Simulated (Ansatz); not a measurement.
This run works on a generated trial structure, not on a known crystal.

Input and command of a plane-wave DFT calculation in Ansatz:

```yaml
crystal:
  lattice:
    - [4.07554408, 2.35301647, 6.09735126]
    - [-4.07554408, 2.35301647, 6.09735126]
    - [0.0, -4.70603295, 6.09735126]
  atoms:
    - { symbol: Cs, position: [0.0, 0.0, 0.5] }
    - { symbol: Cs, position: [0.5, 0.0, 0.0] }
    - { symbol: Cs, position: [0.0, 0.5, 0.0] }
    - { symbol: Cs, position: [0.5, 0.5, 0.5] }
    - { symbol: La, position: [0.5, 0.5, 0.0] }
    - { symbol: La, position: [0.0, 0.5, 0.5] }
    - { symbol: La, position: [0.5, 0.0, 0.5] }
    - { symbol: B, position: [0.0, 0.0, 0.0] }
basis:
  ecutwfc: 420
kpoints:
  mp_grid: { grid: [3, 3, 3] }
hamiltonian:
  xc: pbe
scf:
  occupations: { method: gaussian, width: 0.2 }
  lower_state_search: "off"
output:
  forces: true
  stress: true
  eigenvalues: true
relax:
  adjacent_minimum: "off"
  f_tol: 0.08
  max_steps: 16
  cell: { stress_tol: 0.8 }
```

```bash
ansatz run input.yaml --threads 1 --pin off --max-ram 2560MiB --backend cpu --events-out ev --progress --plain --runs-dir out
```

Processor: Arm Neoverse V1, 1 thread, on a host shared with other jobs.

Q: How long does it run, and how much memory does it take?

A: About 89 s, peak memory 0.62 GiB. It solves 44 bands at 6 k points (after reduction by symmetry) with about 6805 plane waves (on the last cell), in 46 SCF iterations over 7 ionic steps.
